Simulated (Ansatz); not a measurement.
# Ti2AlC: strain energy, fitted

Ti2AlC, P6_3/mmc, a = 3.038 Å, c = 13.637 Å. The structure is a Materials Project entry; whether it is the stable form wasn't checked. Ansatz: PBEsol, PAW, 420 eV, Γ-centred 12×12×4 mesh on 8 atoms, Gaussian smearing 0.10 eV; no spin polarisation. Series: biaxial strain in the a-b plane, c and atoms relaxed; x is the strain in per cent. y is the free energy over the unstrained cell, V0 = 13.624 Å³/atom.

| x (%) | y (meV/atom) |
| --- | --- |
| -3.0 | 28.95 |
| -1.5 | ? |
| 0.0 | 0.00 |
| 1.5 | 6.66 |
| 3.0 | 25.72 |

Task: Fit y = c2 x² + c3 x³ to the other rows, turn c2 into a modulus, and predict the missing energy.

Result: Least squares on the rows shown. y = 3.0376 x² − 0.059752 x³. In eV per unit strain² c2 is 30.38; M is the biaxial modulus (E = M V0 ε²): 30.38 × 160.2 / (13.624) = 357 GPa. At x = -1.5 the fit asked for gives 7.04 meV/atom. The run gave 7.02 meV/atom, so the fit is 0.02 meV/atom too high, within twice the rms miss on the fitted rows (0.02 meV/atom).